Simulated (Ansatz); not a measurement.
Here is the system:

Sn:
```
Sn
1.0
    0.00000     3.27062     3.27062
    3.27062     0.00000     3.27062
    3.27062     3.27062     0.00000
Sn
2
Cartesian
  3.27062   3.27062   3.27062
  4.90593   4.90593   4.90593
```

This is the PBEsol-relaxed structure.

Q: All from the program Ansatz at the PBEsol level (PAW), unless another level is named. Estimate the density of states at the Fermi level.

A: 0.04 states/eV per atom (mean over ±0.08 eV).

Q: And the gap with spin–orbit coupling?

A: none (metallic).

Space group Fd-3m (diamond). This is a known low-temperature phase of the composition, computed here at zero pressure and temperature. The cell was relaxed with PBEsol under the symmetry of its start; of distortions, only those at the zone centre were tested. Scalar-relativistic: spin–orbit coupling is off unless named, which matters more the heavier the elements.

Potentials: the earlier of the program's two PAW sets.
